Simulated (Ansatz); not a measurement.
SrICl: reading a single point

```
Sr Cl I
1.0
     4.72786    0.00000    0.00000
     0.00000    4.72786    0.00000
     0.00000    0.00000    9.13989
Sr Cl I
2 2 2
Direct
  0.00000 0.50000 0.20000
  0.50000 0.00000 0.80000
  0.00000 0.00000 0.00000
  0.50000 0.50000 0.00000
  0.00000 0.50000 0.70000
  0.50000 0.00000 0.30000
```

Method: r2SCAN, no spin polarisation; PAW, plane waves to 500 eV, 6×6×3 Γ-centred mesh, cold occupations (width 0.0187 eV) (Ansatz 0.2.0), atoms fixed.

(1) What is the band gap?

(2) Give the Bader charges.

(3) Is it stable against the elements?

(4) What does the stress say?

(5) Which atom feels the largest force, and which way?

Origin: a known structure type with other elements, at an estimated volume, so it need not be a known compound. Caveats: no spin-orbit coupling, which can shift this gap by tenths of an eV.

Answers

(1) The gap is 4.13 eV, direct at the points sampled.

(2) Bader charges in e: Sr +1.62, I -0.79, Cl -0.83. In the mean Sr gives up most and Cl takes most.

(3) -2.31 eV an atom against the elements' usual phases (free molecules for gases, crystals otherwise, with no correction for O₂ or N₂), so it is bound against them; other compounds may still compete. Relaxing would lower it.

(4) The pressure is 0.9 GPa (compression positive), so with the atoms held at these fractions the cell would first expand; the forces are large, so a full relaxation may end otherwise.

(5) The largest is on I5 (and as large on other atoms): 1.06 eV/Å, components (0.00, 0.00, -1.06). It makes 105° with the line to a nearest neighbour, Sr2 at 3.47 Å.
